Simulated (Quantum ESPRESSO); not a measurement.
## Kohn-Sham bands of SrCl$_{2}$ (fluorite)

```
SrCl2
1.0
    0.00000     3.49974     3.49974
    3.49974     0.00000     3.49974
    3.49974     3.49974     0.00000
Sr Cl
1 2
Direct
  0.00000   0.00000   0.00000
  0.75000   0.75000   0.75000
  0.25000   0.25000   0.25000
```

Materials Project entry mp-23209; symmetrised, unrelaxed at this level. COD (Crystallography Open Database) has an entry of this formula and space group (matched by these alone). Level: PBEsol, no spin polarisation, no spin-orbit coupling; pw.x of Quantum ESPRESSO at 55 Ry with PseudoDojo potentials, 8×8×8 k-points, Wannier90. Density: 8×8×8 mesh, cold smearing 0.01 Ry.

Q: List the Kohn-Sham levels between −8 and 8.1 eV relative to the valence-band maximum at the high-symmetry points, as a band run of pw.x on that density gives them (levels within 2 meV counted together).

A: 
```csv
point,k (reciprocal lattice),levels (eV)
Γ,0.000 0.000 0.000,"-2.12 (×3), -0.34 (×3), 5.11, 5.99 (×2)"
X,0.500 0.000 0.500,"-2.77, -1.88 (×2), -0.40 (×2), 0.00, 5.37, 6.91, 7.53, 7.92 (×2)"
U,0.625 0.250 0.625,"-2.57, -1.92, -1.72, -0.71, -0.54, -0.11, 5.83, 7.00, 7.24, 7.46, 8.03"
K,0.375 0.375 0.750,"-2.57, -1.92, -1.72, -0.71, -0.54, -0.11, 5.83, 7.00, 7.24, 7.46, 8.03"
L,0.500 0.500 0.500,"-1.56 (×2), -1.51, -1.33, -1.05 (×2), 6.62 (×2), 7.40, 7.68"
W,0.500 0.250 0.750,"-2.48, -2.23, -1.21 (×2), -0.31, -0.10, 6.11, 6.89, 7.09 (×2), 8.04"
```
